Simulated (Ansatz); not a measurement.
B5W2 (R-3m), ideal shear of a crystal plane

These are results of DFT PBEsol, scalar-relativistic, plane waves, PAW in Ansatz 0.2.0, not measurements. The runs took a 420 eV cutoff, a Γ-centred 14×14×3 mesh and Gaussian smearing (0.15 eV). Spin–orbit coupling is left out, which can shift energies with elements as heavy as these. No spin polarisation. Energies are free energies at this smearing, counted from the undisturbed cell; pressure is positive in compression.

Zero of the scan (relaxed at this level; it needn't be the usual structure):

```
B W
1.0
    -1.53939   -2.66630    0.00000
     1.53939   -2.66630    0.00000
     0.00000    1.77753   14.13228
B W
10 4
Direct
  0.09269 0.09269 0.21893
  0.59269 0.59269 0.71893
  0.40731 0.40731 0.16277
  0.90731 0.90731 0.66277
  0.16553 0.16553 0.43743
  0.66553 0.66553 0.93743
  0.33447 0.33447 0.94427
  0.83447 0.83447 0.44427
  0.25000 0.25000 0.69085
  0.75000 0.75000 0.19085
  0.03830 0.03830 0.05574
  0.53830 0.53830 0.55574
  0.46170 0.46170 0.32596
  0.96170 0.96170 0.82596
```

The cut lies on the cell's a–b face, a (0 0 1) plane (indices in the standard cell, whose axes needn't be the Cartesian ones shown) of area 8.21 Å², between layers 1.58 Å apart. Vector c is tilted by f times 1·a + 0·b (length 3.079 Å) with the atoms' Cartesian places fixed: one unrelaxed fault a cell. The traction is dγ/du, the slope of γ against the slip u in Å. Some rows repeat others by symmetry and weren't run.

| f | γ (mJ/m²) | traction (GPa) |
| --- | --- | --- |
| 0.0000 | 0 | 0.0 |
| 0.1000 | 340 | 22.6 |
| 0.2000 | 1464 | 51.5 |
| 0.3000 | 3455 | 74.1 |
| 0.4000 | 5608 | 57.3 |
| 0.5000 | 6550 | 0.0 |
| 0.6000 | 5608 | -57.3 |
| 0.7000 | 3455 | -74.1 |
| 0.8000 | 1464 | -51.5 |
| 0.9000 | 340 | -22.6 |

Problem. Read off the first barrier and the stress needed to climb it, and compare with Frenkel's sinusoid.

Solution. The first sampled maximum lies at f = 0.500, a slip of 1.54 Å, with γ ≈ 6550 mJ/m², which stands in for the unstable fault energy γ_us, and the steepest sampled slope before it is 74.1 GPa. A sinusoid γ = γ_us sin²(πu/λ) with its maximum there has λ = 3.08 Å and a largest slope πγ_us/λ = 66.8 GPa (1 mJ/m² per Å = 0.01 GPa). The stand-in is too high: the stress and forces give a traction of 29.2 GPa across the line at this point, so it is no saddle, and slip that bends off the line crosses lower.

Problem. Is there a metastable fault on this line?

Solution. Apart from points where γ returns to about zero, no local minimum shows among the samples, so at this sampling the line offers no fault for a dislocation to split on; a fault can still lie off the line.

The cut is rigid; relaxing the faces lowers these energies and usually the stresses.

In a metal these slopes depend on the k mesh and the smearing.

Cost: 6 runs of about 4.6 core-minutes in all, on AMD EPYC 9R45 (Zen 5) (shared hosts).